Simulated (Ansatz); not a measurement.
## Cs$_{2}$NaCeBr$_{6}$: settings compared (Ansatz)

Launch command:

```bash
ansatz run input.yaml --threads 1 --pin off --max-ram 2560MiB --backend cpu --events-out ev --progress --plain --runs-dir out
```

Input:

```yaml
crystal:
  lattice:
    - [0.0, 5.723993, 5.723993]
    - [5.723993, 0.0, 5.723993]
    - [5.723993, 5.723993, 0.0]
  atoms:
    - { symbol: Na, position: [0.5, 0.5, 0.5] }
    - { symbol: Br, position: [0.7554, 0.2446, 0.2446] }
    - { symbol: Br, position: [0.2446, 0.7554, 0.2446] }
    - { symbol: Br, position: [0.2446, 0.7554, 0.7554] }
    - { symbol: Br, position: [0.7554, 0.2446, 0.7554] }
    - { symbol: Br, position: [0.2446, 0.2446, 0.7554] }
    - { symbol: Br, position: [0.7554, 0.7554, 0.2446] }
    - { symbol: Ce, position: [0.0, 0.0, 0.0] }
    - { symbol: Cs, position: [0.25, 0.25, 0.25] }
    - { symbol: Cs, position: [0.75, 0.75, 0.75] }
  symmetry: { tolerance: 0.0003 }
kpoints:
  mp_grid: { grid: [3, 3, 3], shift: [0, 0, 0] }
magnetization:
  spin_polarized: false
scf:
  occupations: { method: gaussian, width: 0.0127 }
hamiltonian:
  pseudopotentials: { kind: paw }
  xc: r2scan
basis:
  ecutwfc: 500
output:
  forces: true
  stress: true
  eigenvalues: true
```

Origin of the cell: a known structure type with other elements, at an estimated volume, so it need not be a known compound.

Output of this run (shortened):

```
Pseudopotentials: kind: paw
Pseudopotential: Na, paw, valence charge 9, recommended cutoff 500 eV (meta_gga), Na.paw.azcp
Pseudopotential: Br, paw, valence charge 7, recommended cutoff 500 eV (meta_gga), Br.paw.azcp
Pseudopotential: Ce, paw, valence charge 12, recommended cutoff 500 eV (meta_gga), Ce.paw.azcp
Pseudopotential: Cs, paw, valence charge 9, recommended cutoff 500 eV (meta_gga), Cs.paw.azcp
Functional definition: r2SCAN
  exchange = r2scan_x(k0 = k0, k1 = k1, a1 = a1)
  correlation = r2scan_c
Crystal: 10 atoms, lattice volume = 375.083 Å³
Basis set: ecut = 500 eV, 9505 PW (Γ), exchange–correlation on 240×240×240 points (64 copies of the dense FFT grid, shifted against one another)
Bands: 51, of which v1, the nominal top of the filled ones, is band 41 counted from 1 (40 counted from 0)
[… 15 lines left out …]
Initial density: superposition of atomic densities (chi_scale 0.1, normalization cell, long waves kept (reshape's long-wave potential 0.00 eV rms))
Functional: x = r2scan, c = r2scan; τ floored in thin density (d = 2e-4 eV/Å³)
SCF iter   1: F=—  HF=-36229.266608 eV  Δρ=5.29e-2  dr2=6.19e0  dr2_τ=4.02e-2
SCF iter   2: F=—  HF=-36227.649909 eV  Δρ=2.33e-2  dr2=1.33e0  dr2_τ=1.66e-1  defer=16
SCF iter   3: F=—  HF=-36227.404532 eV  Δρ=5.68e-3  dr2=2.29e-1  dr2_τ=3.83e-3  defer=10
SCF iter   4: F=—  HF=-36227.298870 eV  Δρ=2.03e-3  dr2=2.57e-2  dr2_τ=3.65e-3  defer=7
SCF iter   5: F=—  HF=-36227.297112 eV  Δρ=8.46e-4  dr2=3.59e-3  dr2_τ=1.82e-4  defer=7
[… 3 lines left out …]
SCF iter   9: F=—  HF=-36227.445727 eV  Δρ=6.15e-5  dr2=3.61e-5  dr2_τ=3.89e-7  defer=10
SCF iter  10: F=—  HF=-36227.445724 eV  Δρ=3.33e-5  dr2=1.40e-5  dr2_τ=2.74e-7  defer=10
SCF iter  11: F=—  HF=-36227.445722 eV  Δρ=2.03e-5  dr2=5.64e-6  dr2_τ=3.82e-8  defer=10
SCF iter  12: F=—  HF=-36227.445721 eV  Δρ=5.05e-6  dr2=3.46e-7  dr2_τ=9.20e-9  defer=10
SCF iter  13: F=-36227.445721 eV  HF=-36227.445721 eV  Δρ=2.12e-6  dr2=5.63e-8  dr2_τ=1.45e-9
SCF 1 converged in 13 iterations: F = -36227.445721 eV  dr2 = 5.63e-8
SCF converged after 13 iterations
Free energy (F): -36227.445721 eV
Harris-Foulkes:  -36227.445721 eV  (|F-HF|=2.01e-8)
Internal energy: -36227.438682 eV  (E = F + TS)
E sigma→0 (E₀):  -36227.442201 eV
Entropy (-TS):   -0.007039 eV (-0.704 meV/atom)
Fermi energy:    5.866791 eV
--- Per-component energies (eV) ---
  E_band       = -593.785989
  E_kinetic    = 1583.146556
  E_local      = -4254.525501  (includes V_loc(G=0)·N_el)
  E_nonlocal   = 559.268552
  E_hartree    = 1431.349324
  E_xc         = -2089.580066
  E_vxc        = -1300.970194  (∫ρ·V_xc dr)
  E_paw        = -29574.356635  (= ΣΔE_a)
  E_vpaw       = -111.926122  (= ΣTr[D̂ρ^β])
  E_aug_tail   = 0.000000  (compensation charges beyond the density's cutoff)
  E_vtau       = 68.514219  (kinetic-family band-sum trace: ∫τ·v_τ [+ j·A + Jᵃ·Aᵃ] dr)
  E_ewald      = -3881.947617
  E_core_change = -0.793295  (= ΣΔE_core)
  E_smearing   = -0.007039  (= −TS)
  Σ components = -36227.445721   (vs F -36227.445721, Δ=0.00e0)
--- Forces (eV/Å), atoms counted from 1 ---
  atom   1  Na     0.000000    -0.000000    -0.000000
[… 4 lines left out …]
  atom   6  Br    -0.000000     0.000000     0.749696
  atom   7  Br     0.000000     0.000000    -0.749696
  atom   8  Ce    -0.000000     0.000000    -0.000000
  atom   9  Cs     0.000000     0.000000     0.000000
  atom  10  Cs     0.000000     0.000000     0.000000
  max |Σ_I F_I| component: 1.05e-16 eV/Å
--- Stress (GPa, compression-positive) ---
        1.442076       0.000000       0.000000
       -0.000000       1.442076      -0.000000
        0.000000       0.000000       1.442076
  P = ⅓ Tr σ = 1.4421 GPa (14.421 kbar)
```

The same input was run again with these changes:

1. `scf.n_extra_bands` default → 32
2. `scf.initial_density.chi_scale` default → 0.3; `scf.occupations.method` gaussian → tetrahedron; `scf.occupations.width` 0.0127 → default
3. `scf.occupations.width` 0.0127 → 0.001; `scf.convergence.dr2_threshold` default → 1.0e-05
4. `scf.algorithm` default → direct_min; `scf.convergence.dr2_threshold` default → 1.0e-09; `basis.ecutwfc` 500 → "18.4 Ry"

| run | end | SCF iterations | P (GPa) | max force component (eV/Å) | moment (μB) | ΔE(σ→0) (meV/atom) |
| --- | --- | --- | --- | --- | --- | --- |
| base | converged | 13 | 1.44 | 0.750 | – | 0 |
| 1 | converged | 13 | 1.44 | 0.750 | – | 0.00 |
| 2 | converged | 15 | 1.44 | 0.749 | – | 0.24 |
| 3 | converged | 14 | 1.44 | 0.749 | – | 0.24 |
| 4 | converged | 13 | 1.39 | 0.749 | – | 195.68 |

Energies are compared only where functional, datasets, charge and starting cell are the same.

Not properties of the system: run 4 (too coarse or loose: `basis.ecutwfc` = "18.4 Ry").

Caveats of the base run: f shells without a U or exact exchange are poorly placed; no spin polarisation, so a magnetic state may lie lower; no spin-orbit coupling, though heavy elements are present; the k mesh is coarse if the cell is a metal.

Run 2: forces and stress under tetrahedra may miss the slope of the energy.
Run 3: the SCF threshold is loose for forces.
Run 4: the cutoff lies below the datasets' advice.

Time of the base run: 17 s on 1 thread of Intel(R) Xeon(R) 6975P-C (Granite Rapids), with other jobs on the host, peak memory 1.4 GiB, from the program's own first density.
